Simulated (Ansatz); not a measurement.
Bi2TeO2:
```xyz
5
Lattice="4.0359 0.0000 0.0000 -2.0180 3.4952 0.0000 0.0000 0.0000 7.3304" Properties=species:S:1:pos:R:3 pbc="T T T"
Bi     2.0180     1.1651     5.8524
Bi     0.0000     2.3302     1.4780
Te     0.0000     0.0000     3.6652
O      2.0180     1.1651     0.8385
O      0.0000     2.3302     6.4919
```

Relaxed with PBEsol. Special points in fractions of this cell's reciprocal vectors: Γ (0.000, 0.000, 0.000); M (0.500, 0.000, 0.000); K (0.333, 0.333, 0.000); A (0.000, 0.000, 0.500); L (0.500, 0.000, 0.500); H (0.333, 0.333, 0.500).

### Question
List the band energies nearest the Fermi level at these points for plane-wave PAW PBEsol with spin–orbit coupling (Ansatz code).

### Answer
In eV from the Fermi level; about four levels below and three above (degenerate sets whole), none deeper than 8.9 eV; points with the same levels are listed once.

| k | below | above |
|---|---|---|
| Γ | -0.62 -0.62 -0.14 -0.14 | 1.20 1.20 1.35 1.35 |
| M | -1.42 -1.42 -1.08 -1.08 | 1.02 1.02 2.29 2.29 |
| K | -1.44 -1.44 -1.43 -1.43 | 0.64 0.64 1.40 1.40 |
| A | -0.32 -0.32 -0.08 -0.08 | 0.21 0.21 2.06 2.06 |
| L | -1.69 -1.69 -1.12 -1.12 | 0.21 0.21 2.64 2.64 |
| H | -1.71 -1.71 -1.68 -1.68 | 1.39 1.39 2.09 2.09 |

Space group P-3m1. The start of the workflow was typed in or built on a structure type; neither database checked (COD, Materials Project) lists it. Whether it is the stable phase at ambient conditions was not checked. The cell was relaxed with PBEsol under the symmetry of its start; whether a distortion lowers the energy is not shown. The volume moved by 21 % from the start of the relaxation.

Potentials: the earlier of the program's two PAW sets. The files were generated under PBE; for other functionals the program regenerates the frozen cores, and for LDA and PBEsol the local potential too.
